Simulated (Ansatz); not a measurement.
ZnInGaO₄ (InGaZnO4 type, space group R3m)

```xyz
7
Lattice="1.6575 0.9570 8.5848 -1.6575 0.9570 8.5848 0.0000 -1.9139 8.5848" Properties=species:S:1:pos:R:3 pbc="T T T"
In     0.0000     0.0000    25.6783
Ga     0.0000     0.0000     5.4823
Zn     0.0000     0.0000    20.1221
O      0.0000     0.0000     3.5098
O      0.0000     0.0000    22.6338
O      0.0000     0.0000     7.4369
O      0.0000     0.0000    18.1540
```

E(V) scan at fixed shape, V₀ the volume above. The atoms relax within the cell's symmetry.

Calculation: PBEsol (plane waves to 420 eV, PAW, scalar-relativistic; Ansatz, a first-principles code). k mesh 12×12×12 (Γ-centred), Fermi-Dirac smearing 0.05 eV. E stands for the smeared free energy. Compression counts positive. With the shape held, the modulus is that of even scaling; a crystal free to change shape is softer. The PAW data are Ansatz's earlier set. ZnInGaO4 was relaxed with its symmetry unable to fall. The zero of ΔE is the relaxed starting cell.

```
V (Å³/atom)  ΔE (meV/atom)
-----------  -------------
10.504                75.8
10.796            withheld
11.088                17.2
11.380                 4.1
11.672                 0.0
11.963                 3.7
12.255                14.2
12.547                30.7
12.839                52.3
```

**Question.** Fit a third-order Birch-Murnaghan form (E₀, V₀, B₀, B₀′ free) to the given rows and predict ΔE at V = 10.796.

**Answer.** Least squares on the 8 given rows: ΔE = E₀ + (9V₀B₀/16)·y²·[2 + (B₀′ − 4)y], y = (V₀/V)^(2/3) − 1, with V₀ = 11.672 Å³/atom, B₀ = 171.2 GPa (160.2 GPa = 1 eV/Å³; the term in eV is multiplied by 1000), B₀′ = 4.49, E₀ = 0.01 meV/atom; root-mean-square residual 0.04 meV/atom. At 10.796 the fit gives 40.5 meV/atom; the calculation gives 40.5 meV/atom, the same to the digits shown. For the pressure the fit gives 15.9 GPa against the computed 15.9 GPa.

(A scan under strain: stresses follow from slopes of the energy per volume, elastic moduli from its curvatures.)
